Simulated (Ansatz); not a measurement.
V5Si3:
```
CELL_PARAMETERS angstrom
     -4.67465     4.67465     2.34888
      4.67465    -4.67465     2.34888
      4.67465     4.67465    -2.34888
ATOMIC_POSITIONS crystal
  V  0.77536 0.07458 0.84994
  V  0.22464 0.92542 0.15006
  V  0.07458 0.22464 0.29922
  V  0.92542 0.77536 0.70078
  V  0.72464 0.57458 0.29922
  V  0.27536 0.42542 0.70078
  V  0.42542 0.72464 0.15006
  V  0.57458 0.27536 0.84994
  V  0.25000 0.75000 0.50000
  V  0.75000 0.25000 0.50000
  Si 0.16586 0.66586 0.83173
  Si 0.83414 0.33414 0.16827
  Si 0.66586 0.83414 0.50000
  Si 0.33414 0.16586 0.50000
  Si 0.75000 0.75000 0.00000
  Si 0.25000 0.25000 0.00000
```

Relaxed with r²SCAN. Special points in fractions of this cell's reciprocal vectors: Γ (0.000, 0.000, 0.000); X (0.000, 0.000, 0.500); M (-0.500, 0.500, 0.500); Z (0.313, 0.313, -0.313); Z0 (-0.313, 0.687, 0.313); P (0.250, 0.250, 0.250); N (0.000, 0.500, 0.000).

Task: List the band energies nearest the Fermi level at these points for plane-wave PAW r²SCAN (Ansatz code).

Result: In eV from the Fermi level; about four levels below and three above (degenerate sets whole), none deeper than 8.9 eV; points with the same levels are listed once.

```csv
k,below,above
Γ,-0.59 -0.56 -0.15 -0.15,0.48 0.48 0.60
X,-0.64 -0.54 -0.16 -0.03,0.32 0.37 0.58
M,-0.76 -0.48 -0.43 -0.25,0.08 0.08 0.22
Z,-0.53 -0.43 -0.43 -0.05,0.52 0.52 0.69
P,-0.23 -0.23 -0.10 -0.10,0.21 0.21 0.30 0.30
N,-0.50 -0.50 -0.07 -0.07,0.03 0.03 0.34 0.34
```

Space group I4/mcm. The first step of the workflow began from a Materials Project structure, measured or hypothetical; the Crystallography Open Database files this formula in space group No. 140, but the cells were not matched. Whether it is the stable phase at ambient conditions was not checked. Symmetry was held in the r²SCAN relaxation; its stability against distortions is not shown here. No spin polarisation was allowed.

Potentials: the later of the program's two PAW sets.
